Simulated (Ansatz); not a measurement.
Suppose Si₃O₂ takes space group P4/mmm (No. 123), with Si on 2g and 1a; O on 1b and 1c.

Method: DFT PBE, scalar-relativistic, plane waves, PAW (Ansatz). Cutoff 420 eV, Γ-centred mesh, Gaussian smearing, no spin polarisation.

The zero of energy is the elements' standard structures at the same level (O₂ as a molecule); no fitted shifts are applied.

Q: Predict the relaxed structure.

A:

Space group P4/mmm (No. 123). a = 2.775 Å, b = 2.775 Å, c = 8.412 Å, α = 90.00°, β = 90.00°, γ = 90.00°
```tsv
atom	site	symmetry	x	y	z
Si	2g	4mm	0.0000	0.0000	0.3033
Si	1a	4/mmm	0.0000	0.0000	0.0000
O	1b	4/mmm	0.0000	0.0000	0.5000
O	1c	4/mmm	0.5000	0.5000	0.0000
```

Around Si on a site of symmetry 4mm lie 1 O at 1.65 Å and 1 Si at 2.55 Å; around Si on a site of symmetry 4/mmm lie 4 O at 1.96 Å and 2 Si at 2.55 Å; O on its first site is surrounded by 2 Si at 1.65 Å; O on its second site has 4 Si at 1.96 Å. Another local minimum with the same sites may exist.

Q: And its energy and gap?

A: The energy over the elements is −0.63 eV/atom and the gap on the 14×14×6 mesh of the 5-atom cell is 0 eV (a metal).

The last run used Gaussian smearing of 0.10 eV. Symmetry constrained the relaxation, so the result can be a saddle point. Another cell of Si3O2 relaxed alike, in P4mm, lies 227 meV/atom lower, so this cell isn't the stable form at this level.
